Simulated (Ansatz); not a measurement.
# Does relaxation matter for the field gradients of FeSi?

Start: a COD entry, atoms as given.

Space group P2_13 (No. 198); a = 4.4670 Å.

| site | Wyckoff | site symmetry | x | y | z |
| --- | --- | --- | --- | --- | --- |
| Fe | 4a | .3. | 0.1340 | 0.1340 | 0.1340 |
| Si | 4a | .3. | 0.8445 | 0.8445 | 0.8445 |

One atom of each set is listed.

Level of theory: DFT, PBE, plane waves and PAW, scalar-relativistic, collinear spin, 420 eV cutoff, Γ-centred 10×10×10 k-points, Fermi–Dirac smearing 0.05 eV (Ansatz 0.2.0). Start moments as typed (μB): 3 on each Fe, none on the rest.

The largest force at the start is 0.52 eV/Å. Relaxing the ions at fixed cell moves them by 0.029 Å at most (atom 5, Si) and 0.022 Å rms. End positions:

Fe (0.1355, 0.1355, 0.1355)
Si (0.8407, 0.8407, 0.8407)

```csv
site,moved (Å),first shell before,first shell after,V_zz before (10²¹ V/m²),η before
Fe,0.012,"7 Si at 2.24–2.51 Å, 6 Fe at 2.74 Å","7 Si at 2.28–2.52 Å, 6 Fe at 2.74 Å",5.14,0.00
Si,0.029,"7 Fe at 2.24–2.51 Å, 6 Si at 2.76 Å","7 Fe at 2.28–2.52 Å, 6 Si at 2.77 Å",-3.58,0.00
```

Question: What are V_zz and η after the relaxation?

Answer: 

```csv
site,V_zz after,η after,change of V_zz
Fe,5.30,0.00,+0.16
Si,-3.25,0.00,+0.33
```

The largest change of V_zz is on Si, from -3.58 to -3.25. In per cent, |V_zz| changes by +3 on Fe, -9 on Si (all sites that start above 0.5).

With these PAW files V_zz is typically within 2 to 3 % of all-electron values, but misses above 10 % occur on Fe. The start moments die out, and the run ends without spin.
Before: With a gap of 0.15 eV under a smearing of 0.05 eV the band edges are partly filled, so small gradients can hang on the smearing and the k-mesh.
After: With a gap of 0.17 eV under a smearing of 0.05 eV the band edges are partly filled, so small gradients can hang on the smearing and the k-mesh.
